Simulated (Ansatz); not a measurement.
## Ir: moving Ir off its site

Ir, Fm-3m, a = 3.839 Å (as given, not relaxed at this level: -2.6 GPa). Ansatz: PBEsol, PAW, 420 eV, Γ-centred 12×12×12 mesh on 8 atoms, Gaussian smearing 0.15 eV; no spin polarisation.

```
Ir
1.0
    -3.83940    3.83940    0.00000
    -3.83940    0.00000    3.83940
     0.00000    3.83940    3.83940
Ir
8
Direct
  0.00000 0.00000 0.00000
  0.50000 0.00000 0.00000
  0.00000 0.50000 0.00000
  0.00000 0.00000 0.50000
  0.50000 0.50000 0.00000
  0.50000 0.00000 0.50000
  0.00000 0.50000 0.50000
  0.50000 0.50000 0.50000
```

Atom 1 (Ir) moves by x along the unit vector (0.707, -0.707, 0.000), with its periodic images; all else is held. y is the free energy of the cell over the start, F the force along the path summed over the moved atoms. Symmetry makes y even in x.

```
  x (Å) y (meV) F (eV/Å)
-0.4500        ?         ?
-0.2250    392.4      3.70
 0.0000      0.0      0.00
 0.0563     23.2     -0.83
 0.1125     93.6     -1.69
 0.1688    215.0     -2.64
 0.2813    634.1     -4.92
 0.3375    949.3     -6.33
 0.3938   1351.5     -8.00
```

Question: Fit y = c2 x² + c4 x⁴ to the energies of the other rows, give the force constant, and predict energy and force of the missing row.

Answer: Least squares on the rows shown. y = 7282.5 x² + 9236.2 x⁴. The force constant is 2 c2 = 14.6 eV/Å², for the cell as given, at -2.6 GPa (for all images moving together, not for a lone atom). The force −dy/dx at the missing row is 9.92 eV/Å (computed 9.93). At x = -0.4500 the fit asked for gives 1853.4 meV. The run gave 1853.9 meV, so the fit is 0.5 meV too low, a small miss on the scale of the series.

Spin–orbit coupling is left out, which can shift energies with elements as heavy as these.